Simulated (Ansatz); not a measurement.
ZnS:
```yaml
crystal:
  lattice:
    - [3.80829, 0.00000, 0.00000]
    - [-1.90415, 3.29808, 0.00000]
    - [0.00000, 0.00000, 12.46775]
  atoms:
    - { symbol: Zn, position: [0.66667, 0.33333, 0.75007] }
    - { symbol: Zn, position: [0.33333, 0.66667, 0.25007] }
    - { symbol: Zn, position: [0.00000, 0.00000, 0.50012] }
    - { symbol: Zn, position: [0.00000, 0.00000, 0.00012] }
    - { symbol: S, position: [0.66667, 0.33333, 0.93758] }
    - { symbol: S, position: [0.33333, 0.66667, 0.43758] }
    - { symbol: S, position: [0.00000, 0.00000, 0.68723] }
    - { symbol: S, position: [0.00000, 0.00000, 0.18723] }
```

Relaxed with r²SCAN. Special points in fractions of this cell's reciprocal vectors: Γ (0.000, 0.000, 0.000); M (0.500, 0.000, 0.000); K (0.333, 0.333, 0.000); A (0.000, 0.000, 0.500); L (0.500, 0.000, 0.500); H (0.333, 0.333, 0.500).

Problem. List the band energies nearest the valence-band maximum at these points for r²SCAN (plane waves, PAW; program Ansatz).

Solution. In eV from the valence-band maximum; about four levels below and three above (degenerate sets whole), none deeper than 8.9 eV; points with the same levels are listed once.

```json
[
 {"k": "Γ", "below": "-0.48 -0.48 -0.04 0.00 0.00", "above": "2.74 3.71 3.94"},
 {"k": "M", "below": "-1.66 -1.64 -1.15 -0.91", "above": "3.74 3.75 4.17"},
 {"k": "K", "below": "-2.38 -1.83 -1.83 -1.39", "above": "5.01 5.29 5.29"},
 {"k": "A", "below": "-0.15 -0.15 -0.15 -0.15", "above": "3.56 3.56 3.85 3.85"},
 {"k": "L", "below": "-1.55 -1.55 -1.14 -1.14", "above": "4.08 4.08 4.49 4.49"},
 {"k": "H", "below": "-1.87 -1.87 -1.67 -1.67", "above": "4.74 4.74 5.74 5.74"}
]
```

Space group P6_3mc (4H polytype). The cell was relaxed with r²SCAN under the symmetry of its start.

Potentials: the later of the program's two PAW sets.
